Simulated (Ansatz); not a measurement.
Data:

Mg₂Si:
```cif
data_Mg2Si
_chemical_formula_sum 'Si1 Mg2'
_space_group_name_H-M_alt 'P 1'
_space_group_IT_number 1
_cell_length_a 4.50063
_cell_length_b 4.50063
_cell_length_c 4.50063
_cell_angle_alpha 60.000
_cell_angle_beta 60.000
_cell_angle_gamma 60.000
loop_
_space_group_symop_operation_xyz
  'x, y, z'
loop_
_atom_site_label
_atom_site_type_symbol
_atom_site_fract_x
_atom_site_fract_y
_atom_site_fract_z
_atom_site_occupancy
Si1 Si 0.00000 0.00000 0.00000 1
Mg1 Mg 0.25000 0.25000 0.25000 1
Mg2 Mg 0.75000 0.75000 0.75000 1
```

This is the PBE-relaxed structure.

Problem. All from DFT-PBE in the program Ansatz with PAW potentials, unless another level is named. Give the formation energy from the elements (no fitted shifts).

Solution. -0.16 eV/atom.

Problem. Next, the electron effective mass?

Solution. 0.19, 0.19, 0.58 mₑ (principal values).

Problem. And the hole effective mass, band 1 of 3 at the edge?

Solution. 0.35 along [100], 8.3 along [110], 0.96 along [111] (mₑ).

Problem. Next, the hole effective mass, band 3 of 3 at the edge?

Solution. 0.14 along [100], 0.10 along [110], 0.094 along [111] (mₑ).

Problem. And the weight of the valence-edge state by species (Voronoi cells)?

Solution. Si 70 %, Mg 30 %.

Space group Fm-3m (fluorite or antifluorite type). The cell was relaxed with PBE under the symmetry of its start. The references are the lowest solids computed at this level, not always the standard phases.

Potentials: the later of the program's two PAW sets.

Edges and masses are those of Kohn–Sham bands, whose gap is no quasiparticle gap.
